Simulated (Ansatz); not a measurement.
In PBEsol (plane waves, PAW; program Ansatz), La in the dhcp (α-La type) structure (P6_3/mmc) relaxes to a = 3.649 Å, c = 11.757 Å.

Electronic character: metallic (no gap).

An equation-of-state fit gives a bulk modulus of 26.7 GPa. The relaxed-ion elastic constants in GPa are C11 = 55.0, C12 = 17.2, C13 = 9.1, C33 = 61.4, C44 = 15.7. The elastic constants imply a Debye temperature near 169 K.

The cell was relaxed with PBEsol under the symmetry of its start. As this level gives no gap, shear constants depend on the k-mesh and smearing (Fermi–Dirac, 0.1 eV here). Axis ratios of metals converge slowly with the k-mesh, so a and c are less sure than the volume. Spin–orbit coupling is left out wherever it is not named.

Potentials: the later of the program's two PAW sets.
